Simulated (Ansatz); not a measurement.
# Equation of state of YHg2

```
Y Hg
1.0
     4.77100    0.00000    0.00000
    -2.38550    4.13181    0.00000
     0.00000    0.00000    3.53600
Y Hg
1 2
Cartesian
  0.0000 0.0000 0.0000
  0.0000 2.7545 1.7680
  2.3855 1.3773 1.7680
```

The cell is COD entry 1522355, as deposited and not checked against the literature; nothing was relaxed.

Spin polarisation is left out, and whether a magnetic state lies lower isn't shown here.

Spin–orbit coupling is left out, though it moves levels of the heavy atoms by tenths of an eV or more.

All numbers are computed: DFT, PBEsol, all-electron LAPW, scalar-relativistic (Ansatz 0.2.0); DFT, PBEsol, PAW with Ansatz's default frozen-core files, scalar-relativistic (Ansatz 0.2.0).

For LAPW: a Γ-centred 10×10×12 k mesh, Fermi–Dirac smearing of 0.03 eV, basis error target 1 meV/atom, no spin polarisation. PAW takes a cutoff of 420 eV at this cell (files made with PBE, cores remade for this functional). The Ansatz runs share mesh, smearing and spin set-up. Plane-wave (PAW) pressures include the program's estimate of the Pulay term.

The cell above is scaled evenly, with fractional coordinates and shape held.

Estimate the equilibrium volume and bulk modulus that all-electron LAPW gives for this fixed shape.

V0 = 23.35 Å³/atom, B0 = 82 GPa, B0′ = 5.2, from a third-order Birch–Murnaghan fit to these pressures:
| V/V(cell) | V (Å³/atom) | P, LAPW (GPa) | P, PAW (GPa) |
| --- | --- | --- | --- |
| 0.9400 | 21.841 | 6.50 | 6.49 |
| 0.9600 | 22.305 | 4.21 | 4.21 |
| 0.9800 | 22.770 | 2.19 | 2.19 |
| 0.9900 | 23.003 | 1.27 | 1.26 |
| 1.0000 | 23.235 | 0.40 | 0.40 |
| 1.0100 | 23.467 | -0.41 | -0.42 |
| 1.0200 | 23.700 | -1.18 | -1.18 |
| 1.0400 | 24.164 | -2.57 | -2.57 |
| 1.0600 | 24.629 | -3.80 | -3.80 |

PAW's V0 lies 0.00 % from the all-electron value and its B0 0.0 %. With shape and internal coordinates held, B0 is an upper bound to the relaxed modulus.
